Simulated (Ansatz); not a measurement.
## Two states of Li5Ti2

```
CELL_PARAMETERS angstrom
2.17697 3.77063 0.00000
-2.17697 3.77063 0.00000
0.00000 -2.51375 6.07164
ATOMIC_POSITIONS crystal
Ti 0.07270 0.07270 0.21810
Ti 0.92730 0.92730 0.78190
Li 0.50000 0.50000 0.50000
Li 0.21000 0.21000 0.63000
Li 0.79000 0.79000 0.37000
Li 0.35200 0.35200 0.05600
Li 0.64800 0.64800 0.94400
```

Single point in Ansatz 0.2.0 with r2SCAN. Cutoff 500 eV, PAW datasets, 5×5×5 Γ-centred k mesh, fermi-dirac filling (width 0.1 eV).

State A: Ti1 up, Ti2 down (collinear spin). State B: Ti1 up, Ti2 up (collinear spin).

Which state is lower, and how do they differ?

State B is lower by 3.4 meV an atom at zero smearing; in free energy at this smearing B lies -4.7 meV an atom from A. So small a gap isn't resolved on this mesh where a state is a metal.

```tsv
state	free energy (meV/atom)	largest moment in a small sphere (μB)	net moment (μB/cell)	gap on mesh (eV)	pressure (GPa)	largest force (eV/Å)
A	4.7	1.27	0.00	metal	10.3	0.59
B	0.0	1.22	4.06	metal	10.6	0.61
```

Origin: a known structure type with other elements, at an estimated volume, so it need not be a known compound. Caveats: the k mesh is coarse if the cell is a metal; atoms or cell far from equilibrium.
